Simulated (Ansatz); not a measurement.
NbP in space group I4_1md (No. 109; Nb on 4a, P on 4a) under volume change, the program Ansatz at the r²SCAN level (PAW), shape and atoms relaxed at each volume.

| V (Å³/atom) | E − E(relaxed) (meV/atom) | P (GPa) |
|---|---|---|
| 14.528 | 91.5 | 22.10 |
| 15.007 | 38.5 | 13.58 |
| 15.486 | 9.1 | 6.27 |
| 15.965 | 0.0 | 0.00 |
| 16.444 | 8.2 | -5.37 |
| 16.923 | 31.3 | -9.97 |
| 17.401 | 67.2 | -13.90 |

Question: What does a third-order Birch–Murnaghan fit give for V₀, B₀ and B′?

Answer: V₀ = 15.97 Å³/atom, B₀ = 193 GPa, B′ = 4.1.

The cell was relaxed with r²SCAN under the symmetry of its start. No spin polarisation was allowed.

Potentials: the later of the program's two PAW sets.
